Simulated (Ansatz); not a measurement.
This guess for Ta5AlN6 is about to be relaxed.

```
Ta Al N
1.0
     5.49643    0.00000    0.00000
    -2.74822    4.76005    0.00000
     0.00000    0.00000    6.15821
Ta Al N
5 1 6
Direct
  0.00000 0.00000 0.00000
  0.33333 0.66667 0.25000
  0.33333 0.66667 0.75000
  0.66667 0.33333 0.25000
  0.66667 0.33333 0.75000
  0.00000 0.00000 0.50000
  0.50000 0.00000 0.00000
  0.50000 0.00000 0.50000
  0.50000 0.50000 0.00000
  0.50000 0.50000 0.50000
  0.00000 0.50000 0.00000
  0.00000 0.50000 0.50000
```

These are results of Ansatz 0.2.0, DFT PBE, scalar-relativistic, plane waves, PAW, not measurements. Cutoff 420 eV, Gaussian smearing, Γ-centred meshes. Cell and atoms relax first on a coarse mesh and then on a finer one. In between, the cell is made exact in the group found at 0.06 Å. In metals the finer mesh still leaves noise of several meV/atom or more. The steps can't lower the symmetry of their start. No spin polarisation in the relaxation; trial moments died out in a coarse test.

A guess keeps its type if space group and coordination stay and the shape of the cell changes little (axis ratios within about 15 %, angles within 6°); the volume may change.

Question: Does it keep its structure type, or change into something else?

Answer: It keeps its type. The symmetry stays P6/mmm (No. 191). The volume per atom shrinks by 11.7 %, from 13.4 to 11.8 Å³. The shortest distance goes from 2.21 Å (Ta–N) to 2.10 Å (Ta–N). The ratio c/a of the conventional cell changes by a factor of 0.97. Counting neighbours within 15 % of an atom's shortest distance, the start has Al 8, N 4, Ta 6/8 and the end Al 8, N 4, Ta 6/8.

Formation energies are uncorrected and refer to the elements' standard structures at the same level (N₂ as a molecule).

Question: At what energy does it end?

Answer: −0.66 eV/atom.

The last run used a 12×12×8 mesh (in the run's order of axes) for its 12-atom cell and Gaussian smearing of 0.10 eV. These runs have no spin–orbit coupling, which can matter for Ta. Symmetry constrained the relaxation, so the result can be a saddle point. Another cell of Ta5AlN6 relaxed alike, in Pmmm, lies 206 meV/atom lower, so this cell isn't the stable form at this level.

In counts of neighbours, a slash parts the counts of unlike sites.
